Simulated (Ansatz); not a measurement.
AgPd:
```yaml
crystal:
  lattice:
    - [1.39521, 0.80553, 4.58796]
    - [-1.39521, 0.80553, 4.58796]
    - [0.00000, -1.61105, 4.58796]
  atoms:
    - { symbol: Ag, position: [0.00000, 0.00000, 0.00000] }
    - { symbol: Pd, position: [0.50000, 0.50000, 0.50000] }
```

Relaxed with PBEsol. Special points in fractions of this cell's reciprocal vectors: Γ (0.000, 0.000, 0.000); T (0.500, 0.500, 0.500); H2 (0.813, 0.187, 0.500); H0 (0.500, -0.187, 0.187); L (0.500, 0.000, 0.000); S0 (0.344, -0.344, 0.000); S2 (0.656, 0.000, 0.344); F (0.500, 0.000, 0.500).

### Question
List the band energies nearest the Fermi level at these points for the program Ansatz at the PBEsol level (PAW).

### Answer
In eV from the Fermi level; about four levels below and three above (degenerate sets whole), none deeper than 8.9 eV; … stands for higher levels left out; points with the same levels are listed once.

```json
[
 {"k": "Γ", "below": "-2.02 -2.02 -0.57 -0.57", "above": "0.33 …"},
 {"k": "T", "below": "-2.36 -2.36 -0.92 -0.92", "above": "…"},
 {"k": "H2", "below": "-2.23 -1.96 -1.54 -0.72", "above": "4.86 5.46 …"},
 {"k": "L", "below": "-3.53 -2.36 -2.30 -1.44", "above": "0.12 2.26 2.98"},
 {"k": "S0", "below": "-2.20 -1.93 -1.58 -0.78", "above": "4.84 5.37 …"},
 {"k": "F", "below": "-2.31 -1.46 -0.69 -0.39", "above": "0.13 0.33 2.63"}
]
```

Space group R-3m. The first step of the workflow began from a Materials Project structure, measured or hypothetical; the Crystallography Open Database copy checked does not list it. With Ag and Pd taken as one species the cell has the higher symmetry Fm-3m, so it may be an ordered model of a mixed-site phase. Its standing as an ambient phase is unchecked. Symmetry was held in the PBEsol relaxation; whether a distortion lowers the energy is not shown. The run is not spin-polarised. Spin–orbit coupling is left out wherever it is not named.

Potentials: the later of the program's two PAW sets.
